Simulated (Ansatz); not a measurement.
## Al$_{2}$BN$_{3}$: computed properties

Theory: DFT PBE, scalar-relativistic, plane waves, PAW in Ansatz.

Settings: cutoff 420 eV, Γ-centred mesh 12×12×4 on the computed 6-atom cell, Gaussian smearing of 0.02 eV; no spin polarisation.

The structure is relaxed at this level of theory with its symmetry kept, and needn't be the ground state of this composition.

Space group P3m1 (No. 156), trigonal, a = 2.959 Å, c = 7.234 Å. Al on its first site has 4 N at 1.85–1.89 Å; Al on its second site is surrounded by 4 N at 1.85–1.87 Å; around B lie 1 N at 1.52 Å and 3 N at 1.79 Å; around N on its first site lie 4 Al at 1.85–1.87 Å; N on its second site has 1 B at 1.52 Å and 3 Al at 1.85 Å; around N on its third site lie 3 B at 1.79 Å and 1 Al at 1.89 Å.

* Volume per atom: 9.14 Å³
* Formation energy from the elements' standard states (uncorrected): -0.995 eV/atom
* Kohn–Sham band gap: 3.10 eV
* Orbital (Löwdin) character of the top 1 eV of the valence band: N 2p 89 %
* Orbital (Löwdin) character of the lowest 1 eV of the conduction band: Al 3p 46 %, N 2s 18 %, B 2p 15 %, N 2p 8 %, unprojected 12 %
* Bader charge by site (e): Al (1 in the cell) 2.43, Al (1 in the cell) 2.44, B (1 in the cell) 1.92, N (1 in the cell) -2.44, N (1 in the cell) -2.39, N (1 in the cell) -1.96

Another cell of Al2BN3 relaxed alike, in Cm, lies 105 meV/atom lower, so this cell isn't the stable form at this level.

The cell was found from a structure generator's guess, not taken from experiment. Kohn–Sham gaps at this level usually fall short of measured ones. Löwdin shares on free-atom orbitals overweight diffuse shells in the empty bands.
